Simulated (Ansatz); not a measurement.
Values for one crystal, relaxed and computed with DFT-r²SCAN in the program Ansatz with PAW potentials; other levels are named.

- Volume per atom: 37.49 Å³
- Electronic character: no gap, with almost no states at the Fermi level (zero-gap or semimetallic)
- Bulk modulus (Birch–Murnaghan fit): 39.0 GPa
- Density of states at the Fermi level: 0.01 states/eV per atom (mean over ±0.08 eV)
- Pressure derivative B′: 4.7

Problem. Which compound is it?
A) Ag, Fd-3m (Ag on 8a, Ag on 16d)
B) Sn, I4/mmm (Sn on 8h)
C) Ce, fcc (Cu type)
D) Pb, fcc (Cu type)

Solution. B, Sn, I4/mmm (Sn on 8h)

This is a known high-pressure phase of the composition, computed here at zero pressure and temperature. The r²SCAN relaxation kept the symmetry of its start; whether a distortion lowers the energy is not shown. The volume moved by 40 % from the start of the relaxation. Scalar-relativistic: spin–orbit coupling is off unless named, which matters more the heavier the elements.

Potentials: the earlier of the program's two PAW sets.
